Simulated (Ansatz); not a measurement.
Input, command and steps of an Ansatz relaxation.

```yaml
crystal:
  lattice:
    - [0.0, 4.2601847874, 4.2601847874]
    - [4.2601847874, 0.0, 4.2601847874]
    - [4.2601847874, 4.2601847874, 0.0]
  atoms:
    - { symbol: K, position: [0.0, 0.0, 0.0] }
    - { symbol: In, position: [0.75, 0.75, 0.75] }
    - { symbol: Sn, position: [0.375, 0.875, 0.375] }
    - { symbol: Sn, position: [0.375, 0.375, 0.875] }
    - { symbol: Sn, position: [0.375, 0.375, 0.375] }
    - { symbol: Sn, position: [0.875, 0.375, 0.375] }
basis:
  ecutwfc: 420
kpoints:
  mp_grid: { grid: [4, 4, 4] }
hamiltonian:
  xc: pbe
scf:
  occupations: { method: gaussian, width: 0.1 }
  lower_state_search: "off"
output:
  forces: true
  stress: true
  eigenvalues: true
relax:
  adjacent_minimum: "off"
  f_tol: 0.04
  max_steps: 70
  cell: { stress_tol: 0.4 }
```

```bash
ansatz run input.yaml --threads 1 --pin off --max-ram 2560MiB --backend cpu --events-out ev --progress --plain --runs-dir out
```

The calculation used DFT PBE, scalar-relativistic, plane waves, PAW (Ansatz).

Of 4 frames 4 are shown, positions in Å and forces in eV/Å; the SCF threshold varies from step to step. Steps run on the plane waves of an earlier cell, with a Pulay correction in the pressure. The basis is chosen afresh for the last frame, the zero of the energies, and at times for earlier ones too; energy and pressure can step there, also at an unchanged geometry. Where two frames share a geometry here, they differ by under 2 meV/atom and 0.3 GPa.

```xyz
6
Lattice="0.0000 4.2602 4.2602 4.2602 0.0000 4.2602 4.2602 4.2602 0.0000" Properties=species:S:1:pos:R:3:forces:R:3 pbc="T T T" step=1 free_energy_over_end_meV_per_atom=131.95 pressure_GPa=9.14
K     0.0000    0.0000    0.0000    0.0000    0.0000    0.0000
In    6.3903    6.3903    6.3903    0.0000    0.0000    0.0000
Sn    5.3252    3.1951    5.3252    0.1460   -0.1460    0.1460
Sn    5.3252    5.3252    3.1951    0.1460    0.1460   -0.1460
Sn    3.1951    3.1951    3.1951   -0.1460   -0.1460   -0.1460
Sn    3.1951    5.3252    5.3252   -0.1460    0.1460    0.1460
6
Lattice="0.0000 4.4679 4.4679 4.4679 0.0000 4.4679 4.4679 4.4679 0.0000" Properties=species:S:1:pos:R:3:forces:R:3 pbc="T T T" step=2 free_energy_over_end_meV_per_atom=8.27 pressure_GPa=1.77
K     0.0000    0.0000    0.0000    0.0000    0.0000    0.0000
In    6.7018    6.7018    6.7018    0.0000    0.0000    0.0000
Sn    5.5996    3.3361    5.5996   -0.0483    0.0483   -0.0483
Sn    5.5996    5.5996    3.3361   -0.0483   -0.0483    0.0483
Sn    3.3361    3.3361    3.3361    0.0483    0.0483    0.0483
Sn    3.3361    5.5996    5.5996    0.0483   -0.0483   -0.0483
6
Lattice="0.0000 4.5245 4.5245 4.5245 0.0000 4.5245 4.5245 4.5245 0.0000" Properties=species:S:1:pos:R:3:forces:R:3 pbc="T T T" step=3 free_energy_over_end_meV_per_atom=0.76 pressure_GPa=0.39
K     0.0000    0.0000    0.0000    0.0000    0.0000    0.0000
In    6.7867    6.7867    6.7867    0.0000    0.0000    0.0000
Sn    5.6658    3.3831    5.6658    0.0066   -0.0066    0.0066
Sn    5.6658    5.6658    3.3831    0.0066    0.0066   -0.0066
Sn    3.3831    3.3831    3.3831   -0.0066   -0.0066   -0.0066
Sn    3.3831    5.6658    5.6658   -0.0066    0.0066    0.0066
6
Lattice="0.0000 4.5245 4.5245 4.5245 0.0000 4.5245 4.5245 4.5245 0.0000" Properties=species:S:1:pos:R:3:forces:R:3 pbc="T T T" step=4 free_energy_over_end_meV_per_atom=0.00 pressure_GPa=0.38
K     0.0000    0.0000    0.0000    0.0000    0.0000    0.0000
In    6.7867    6.7867    6.7867    0.0000    0.0000    0.0000
Sn    5.6658    3.3831    5.6658    0.0068   -0.0068    0.0068
Sn    5.6658    5.6658    3.3831    0.0068    0.0068   -0.0068
Sn    3.3831    3.3831    3.3831   -0.0068   -0.0068   -0.0068
Sn    3.3831    5.6658    5.6658   -0.0068    0.0068    0.0068
```

The start puts this composition into another compound's structure type, which needn't suit it. At the end the space group is F-43m (tolerance 0.05 Å).

The run took 29 s on 1 thread of Arm Neoverse V1, with other jobs on the host, peak memory 0.43 GiB.

The k mesh is coarse.